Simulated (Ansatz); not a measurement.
Si3N4 — ¹⁴N nuclear quadrupole resonance

Cell: a COD entry (perhaps calculated rather than measured), its atoms then relaxed with PBE in this cell.

```cif
data_Si3N4
_symmetry_space_group_name_H-M 'P6_3/m'
_symmetry_Int_Tables_number 176
_cell_length_a 7.6020
_cell_length_b 7.6020
_cell_length_c 2.9060
_cell_angle_alpha 90.000
_cell_angle_beta 90.000
_cell_angle_gamma 120.000
loop_
_atom_site_label
_atom_site_type_symbol
_atom_site_symmetry_multiplicity
_atom_site_Wyckoff_symbol
_atom_site_fract_x
_atom_site_fract_y
_atom_site_fract_z
Si Si 6 h 0.7680 0.1741 0.2500
N7 N 6 h 0.0300 0.3299 0.2500
N13 N 2 d 0.6667 0.3333 0.2500
```

One atom of each set is listed.

Method: Kohn–Sham DFT in Ansatz, LDA, plane waves and PAW (field gradients read without the response of the frozen cores, which leaves them typically 4 to 6 % off), scalar-relativistic, 420 eV cutoff, Γ-centred 4×4×10 k-points, Fermi–Dirac smearing 0.02 eV.

¹⁴N: I = 1, Q = 20.44 mb (year-2017 value). Static lattice, zero field.

(1) Predict the zero-field ¹⁴N lines of each site.

Answers

(1) For I = 1 the lines are ν± = (3/4)|C_Q|(1 ± η/3) and ν₀ = |C_Q|η/2.

```csv
site,atoms,V_zz (10²¹ V/m²),C_Q (MHz),η,line frequencies (MHz)
N7,6,-4.91,-2.43,0.08,"0.0946, 1.77, 1.87"
N13,2,-4.86,-2.40,0.00,1.80
```

An axis of threefold or higher order runs through N13, so V_zz lies along it and η is zero. At N7 V_zz stands upright on the plane through its three neighbours (within 3°).

The run took 12 s of wall time (12 s of CPU time) and 0.47 GiB at its peak, on 1 thread of Intel Xeon Platinum 8259CL CPU @ 2.50GHz (Skylake/Cascade Lake) (x86_64; 16 cores open to the job, memory cap 3.0 GiB, no GPU), a shared host with a load of 0.3 a core.
